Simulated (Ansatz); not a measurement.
Starting cell, CoSn (CoSn type, space group P6/mmm):

```xyz
6
Lattice="5.2940 0.0000 0.0000 -2.6470 4.5847 0.0000 0.0000 0.0000 4.2354" Properties=species:S:1:pos:R:3 pbc="T T T"
Co     2.6470     0.0000     0.0000
Co     1.3235     2.2924     0.0000
Co    -1.3235     2.2924     0.0000
Sn     0.0000     0.0000     0.0000
Sn     0.0000     3.0565     2.1177
Sn     2.6470     1.5282     2.1177
```

In this cell atom 1 (Co, nearest neighbour Sn at 2.612 Å; its periodic images, 4.2 Å or more away, move with it) is moved by s along Cartesian z, unit vector (0.000, 0.000, 1.000); all other atoms and the cell stay fixed.

Computed with PBE (plane waves to 420 eV, PAW, scalar-relativistic; Ansatz, a quantum-chemistry and plane-wave program). k mesh 8×8×9 (Γ-centred), Fermi-Dirac smearing 0.05 eV. E stands for the smeared free energy. With partly filled bands, energies and forces of such displacements shift with the k mesh and the smearing. CoSn is run without spin polarisation. CoSn was relaxed with its symmetry unable to fall. ΔE is measured from the undisplaced structure. The last digit holds for this mesh only.

```
s (Å)   ΔE (meV/cell)
------  -------------
-0.520       withheld
-0.416          708.3
-0.312          361.4
-0.208          147.8
-0.104           34.9
0.000             0.0
0.104            34.9
0.208           147.8
0.312           361.4
0.416           708.3
0.520        withheld
```

### Question
Fit an even polynomial form (powers 2, 4, 6) to the given rows and predict ΔE at s = -0.520.

### Answer
Least squares on the 9 given rows: ΔE = (3164)·s² + (5984)·s⁴ + (-3555)·s⁶, in meV/cell with s in Å; root-mean-square residual 0.02 meV/cell. At -0.520 the fit gives 1222.8 meV/cell; the calculation gives 1228.3 meV/cell, so the extrapolation is off by -5.5 (-0.4 %). The quadratic term alone would give 855.5 meV/cell.

(A displaced cell: forces are minus the slopes of the energy, force constants its curvatures, and phonons follow from these.)
